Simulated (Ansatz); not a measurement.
**P (fcc): energy against volume**

Theory: DFT, BLYP, plane waves (420 eV) with PAW, scalar-relativistic in Ansatz. The PAW files were generated under PBE, with cores re-solved for the functional.

The cell is scaled uniformly from the relaxed one, with fractional coordinates and shape fixed. Energies are extrapolated to zero smearing, pressures are those at the given smearing. Magnetic state: spin not included.

A Birch-Murnaghan fit gives V₀ = 16.75 Å³/atom, B₀ = 67 GPa, B₀′ = 3.8.

Q: What are the energy above the minimum and the pressure at 14.760 Å³/atom?

A: 60.2 meV/atom and 10.87 GPa as computed.

Q: What are the energy above the minimum and the pressure at 16.102 Å³/atom?

A: 5.6 meV/atom and 2.88 GPa as computed.

Q: What are the energy above the minimum and the pressure at 18.114 Å³/atom?

A: 20.4 meV/atom and -4.47 GPa as computed.
